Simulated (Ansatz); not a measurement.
A Pb vacancy in rutile PbO2, 71 atoms, charge −4

Theory: Ansatz, DFT, PBEsol, PAW, plane waves.

Command:

```sh
ansatz run in.yaml --threads 8 --pin off --max-ram 118750MiB --runs-dir r --events-out ev --progress --plain --backend cuda --devices 0,
```

The input less its lattice and atoms:

```yaml
crystal:
  symmetry: { detect: false }
kpoints:
  mp_grid: { grid: [1, 1, 1], shift: [0.25, 0.25, 0.25] }
hamiltonian:
  xc: pbesol
total_charge: -4
scf:
  occupations: { method: fermi_dirac, width: 0.01 }
relax:
  f_tol: 0.03
  max_steps: 80
  escape_saddle: false
  adjacent_minimum: "off"
output:
  forces: true
  eigenvalues: true
  populations: true
  charged_corrections: { epsilon: 25 }
```

Start:

```xyz
71
Lattice="9.9945 0.0000 0.0000 0.0000 9.9945 0.0000 0.0000 0.0000 10.2294" Properties=species:S:1:pos:R:3 pbc="T T T"
Pb    9.9907    0.0144   10.2071
Pb    9.9903    9.9728    3.3781
Pb    9.9811    9.9793    6.8181
Pb    9.9577    4.9677   10.2137
Pb    0.0016    5.0161    3.4168
Pb    9.9389    5.0028    6.8268
Pb    4.9806    0.0011    0.0028
Pb    4.9535    0.0003    3.4104
Pb    5.0266    0.0122    6.8035
Pb    4.9797    5.0077   10.2248
Pb    5.0273    5.0421    6.7659
Pb    2.4881    2.4884    1.6986
Pb    2.4879    2.5252    5.0757
Pb    2.5039    2.4952    8.5428
Pb    2.5368    7.4621    1.6896
Pb    2.4897    7.4989    5.0922
Pb    2.5325    7.5440    8.5486
Pb    7.4940    2.4589    1.7174
Pb    7.4846    2.4930    5.0935
Pb    7.5232    2.4856    8.5424
Pb    7.5037    7.4580    1.7165
Pb    7.5087    7.4842    5.1286
Pb    7.4655    7.5023    8.5021
O     1.5249    1.5201    0.0296
O     1.5038    1.5677    3.4371
O     1.5286    1.5474    6.8112
O     1.5325    6.5302   10.2027
O     1.5541    6.5202    3.4065
O     1.5755    6.5411    6.7993
O     6.5195    1.4966   10.2146
O     6.4921    1.5458    3.3999
O     6.5484    1.5162    6.8286
O     6.5362    6.5444   10.1951
O     6.5406    6.5369    3.4025
O     6.5178    6.5291    6.8266
O     3.4773    3.4097    0.0163
O     3.4468    3.4644    3.3971
O     3.4221    3.4715    6.8116
O     3.4856    8.4754    0.0077
O     3.4877    8.4499    3.4134
O     3.4551    8.4852    6.7833
O     8.4307    3.4760   10.2185
O     8.4790    3.4673    3.3805
O     8.4768    3.4729    6.8086
O     8.4688    8.4506   10.2248
O     8.4594    8.4705    3.4262
O     8.4482    8.4633    6.8026
O     0.9844    4.0579    1.6942
O     0.9114    4.0604    5.0771
O     0.9755    3.9877    8.5231
O     0.9638    9.0433    1.7522
O     0.9300    9.0387    5.1108
O     0.9505    9.0191    8.5440
O     5.9410    4.0438    1.6976
O     5.9840    4.0247    5.1152
O     5.9795    4.0279    8.5117
O     5.9716    9.0715    1.6857
O     5.9386    9.0223    5.1226
O     5.9386    9.0087    8.5094
O     4.0440    0.9528    1.6853
O     4.0255    0.9511    5.0970
O     4.0419    0.9590    8.5049
O     4.0563    5.9449    1.6992
O     4.0618    5.9591    5.1271
O     4.0110    5.9778    8.4886
O     9.0846    0.9601    1.6894
O     9.0019    0.9500    5.1111
O     9.0280    0.9540    8.5439
O     9.0494    5.9517    1.6763
O     9.0413    5.9619    5.1094
O     9.0311    5.9452    8.5289
```

Steps:

```json
{"step": "start", "energy less the first (eV)": "0.000", "largest force component (eV/Å)": "1.403"}
{"step": "1", "energy less the first (eV)": "-1.201", "largest force component (eV/Å)": "0.429"}
{"step": "2", "energy less the first (eV)": "-1.348", "largest force component (eV/Å)": "0.099"}
{"step": "3", "energy less the first (eV)": "-1.353", "largest force component (eV/Å)": "0.023"}
```

End:

```
Pb O
1.0
     9.99445    0.00000    0.00000
     0.00000    9.99445    0.00000
     0.00000    0.00000   10.22941
Pb O
23 48
Cartesian
  0.0025 9.9932 0.0044
  0.0044 9.9906 3.4032
  9.9942 9.9897 6.8018
  9.9905 5.0004 10.2180
  9.9895 4.9988 3.4036
  9.9902 4.9970 6.8181
  4.9936 0.0018 10.2180
  4.9914 0.0007 3.4035
  4.9920 0.0003 6.8183
  5.0034 4.9997 0.0696
  4.9923 4.9902 6.7369
  2.5352 2.5419 1.7317
  2.5282 2.5340 5.0835
  2.4853 2.4902 8.5228
  2.5406 7.4531 1.6917
  2.5361 7.4497 5.1162
  2.5191 7.4743 8.5179
  7.4595 2.5342 1.6919
  7.4557 2.5304 5.1158
  7.4780 2.5148 8.5182
  7.4593 7.4656 1.7239
  7.4530 7.4590 5.0757
  7.5014 7.5063 8.5143
  1.5426 1.5424 0.0245
  1.5038 1.4972 3.4060
  1.5394 1.5381 6.7938
  1.4678 6.5777 10.1925
  1.4464 6.6013 3.4036
  1.4513 6.5869 6.8446
  6.5802 1.4635 10.1930
  6.6007 1.4467 3.4014
  6.5934 1.4443 6.8461
  6.5545 6.5531 10.2044
  6.5708 6.5739 3.3951
  6.5481 6.5465 6.8262
  3.4454 3.4453 10.2095
  3.4182 3.4265 3.4121
  3.4353 3.4411 6.8329
  3.4002 8.5428 10.1932
  3.3906 8.5431 3.4054
  3.4134 8.5265 6.8429
  8.5426 3.4020 10.1926
  8.5445 3.3890 3.4026
  8.5265 3.4140 6.8437
  8.4528 8.4550 0.0137
  8.4927 8.4973 3.4014
  8.4485 8.4507 6.7844
  0.9728 4.0685 1.6891
  0.9607 4.0572 5.1183
  0.9914 4.0635 8.5198
  0.9833 9.0100 1.6817
  0.9819 9.0078 5.1262
  0.9550 9.0353 8.5184
  6.0010 4.0035 1.6351
  5.9866 3.9888 5.1729
  5.9479 4.0429 8.5174
  5.9320 9.0290 1.6874
  5.9269 9.0206 5.1169
  5.9222 8.9946 8.5194
  4.0649 0.9806 1.6891
  4.0604 0.9742 5.1193
  4.0607 0.9969 8.5187
  4.0097 5.9962 1.6372
  3.9985 5.9849 5.1694
  4.0494 5.9453 8.5183
  9.0156 0.9810 1.6809
  9.0143 0.9794 5.1247
  9.0389 0.9546 8.5175
  9.0233 5.9380 1.6875
  9.0117 5.9290 5.1169
  8.9950 5.9305 8.5187
```

The run converged.

Time: 8.5 s of wall time on one NVIDIA GB300 with 8 processor threads, on a host shared with other runs; peak host memory 1.9 GiB.

(1) How much energy did the relaxation gain, and which atom moved most?

Answers

(1) 1.35 eV in 3 steps, from a start with small random displacements; atom 31 (O) moved 0.15 Å, the median atom 0.05 Å (drift of the whole cell removed).
